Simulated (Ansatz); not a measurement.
YPt$_{3}$:
```yaml
crystal:
  lattice:
    - [4.09592, 0.00000, 0.00000]
    - [0.00000, 4.09592, 0.00000]
    - [0.00000, 0.00000, 4.09592]
  atoms:
    - { symbol: Pt, position: [0.00000, 0.50000, 0.50000] }
    - { symbol: Pt, position: [0.50000, 0.00000, 0.50000] }
    - { symbol: Pt, position: [0.50000, 0.50000, 0.00000] }
    - { symbol: Y, position: [0.00000, 0.00000, 0.00000] }
```

Relaxed with r²SCAN.

### Question
Map the electron localisation function on the plane through (0.000, 0.500, 0.500) spanned by u = [1, 1, 0] and v = [1, 0, 1] in lattice vectors, from r²SCAN in the plane-wave PAW code Ansatz.

### Answer
x is the fraction of u, y of v (the angle between them is 60°; rows are the nearest grid lines); atoms in the plane: Pt at (0.00, 0.00), Pt at (0.50, 0.00), Pt at (0.00, 0.50), Y at (0.50, 0.50).
```
y \ x   0.000  0.103  0.172  0.276  0.379  0.448  0.552  0.621  0.724  0.828  0.897   1.00
------  -----  -----  -----  -----  -----  -----  -----  -----  -----  -----  -----  -----
1.00    0.666  0.602  0.300  0.290  0.534  0.677  0.677  0.534  0.290  0.300  0.602  0.666
0.931   0.670  0.651  0.411  0.309  0.341  0.616  0.671  0.611  0.255  0.259  0.397  0.670
0.862   0.449  0.576  0.453  0.295  0.300  0.402  0.574  0.488  0.253  0.268  0.247  0.449
0.759   0.306  0.289  0.323  0.149  0.090  0.121  0.320  0.298  0.301  0.263  0.256  0.306
0.690   0.270  0.305  0.243  0.108  0.517  0.464  0.096  0.208  0.305  0.279  0.331  0.270
0.621   0.534  0.299  0.260  0.179  0.846  0.858  0.679  0.107  0.291  0.385  0.572  0.534
0.552   0.677  0.518  0.345  0.125  0.858  0.664  0.844  0.679  0.189  0.456  0.645  0.677
0.448   0.677  0.645  0.456  0.189  0.679  0.844  0.664  0.858  0.125  0.345  0.518  0.677
0.379   0.534  0.572  0.385  0.291  0.107  0.679  0.858  0.846  0.179  0.260  0.299  0.534
0.310   0.270  0.331  0.279  0.305  0.208  0.096  0.464  0.517  0.108  0.243  0.305  0.270
0.241   0.306  0.256  0.263  0.301  0.298  0.320  0.121  0.090  0.149  0.323  0.289  0.306
0.138   0.449  0.247  0.268  0.253  0.488  0.574  0.402  0.300  0.295  0.453  0.576  0.449
0.0690  0.670  0.397  0.259  0.255  0.611  0.671  0.616  0.341  0.309  0.411  0.651  0.670
0.000   0.666  0.602  0.300  0.290  0.534  0.677  0.677  0.534  0.290  0.300  0.602  0.666
```

The density is the valence pseudo-density with augmentation charge, so density and ELF within about 1 Å of a nucleus are not all-electron values.

Space group Pm-3m (Cu3Au type). The workflow started from an entry of the Crystallography Open Database (COD). Its standing as an ambient phase is unchecked. The r²SCAN relaxation kept the symmetry of its start; its stability against distortions is not shown here. The run is not spin-polarised. Spin–orbit coupling is left out wherever it is not named.

Potentials: the later of the program's two PAW sets.
